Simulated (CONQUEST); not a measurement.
Set-up for a self-consistent single point of BaTiO3 (Pm-3m, 5 atoms in the cell; from Materials Project mp-2998, changed as shown).

```yaml
crystal:
  lattice:
    - [4.08783, 0.00000, 0.00000]
    - [0.00000, 4.08783, 0.00000]
    - [0.00000, 0.00000, 4.08783]
  atoms:
    - { symbol: Ba, position: [0.50000, 0.50000, 0.50000] }
    - { symbol: Ti, position: [0.00000, 0.00000, 0.00000] }
    - { symbol: O, position: [0.50000, 0.00000, 0.00000] }
    - { symbol: O, position: [0.00000, 0.50000, 0.00000] }
    - { symbol: O, position: [0.00000, 0.00000, 0.50000] }
```

Level of theory: CONQUEST with PBE, numerical atomic orbitals double-zeta with polarisation (the shipped basis), PseudoDojo norm-conserving potentials made for PBE.

CONQUEST settings:

basis: DZP
Diag.MPMeshX, Y, Z: 8 8 8
potentials: PseudoDojo norm-conserving PBE
Grid.GridCutoff: 140 Ha
DM.SolutionMethod: diagon
Diag.kT: 0.001837 Ha
Diag.GammaCentred: true
minE.SCTolerance: 1.0e-06
SC.MaxIters: 100
SC.LinearMixingFactor: 0.3
AtomMove.TypeOfRun: static

Results:

```
Property                                                 Result
------------------------------------------------  -------------
Number of valence electrons                                  40
Number of bands                                              72
Number of k-points after the program's reduction            341
Size of the basis                                            72
Number of SCF iterations                                     10
FFT grid                                           48 × 48 × 48
Free energy E − TS                                -3737.4357 eV
Top of the valence band (on the code's own zero)       -9.62 eV
Gap on the k-point mesh                                 1.54 eV
Pressure                                              -5.80 GPa
```

Gaps are taken between levels on the mesh.

For comparison: a first run was changed to give this one (lattice scaled by 1.02), and from it to this one the free energy rises by 6.8 meV/atom, the pressure goes from 3.13 to -5.80 GPa and the gap on the mesh goes from 1.654 to 1.540 eV.

The program uses no crystal symmetry, so grid and mesh can part values that symmetry would make equal. The atom-centred basis is finite, which shifts total energies, pressures and gaps against plane waves. The structure comes from a collection of computed structures, made at another level of theory; the collection holds predicted forms beside known ones.

Cost on one core: about 5 core-minutes (a rough figure).
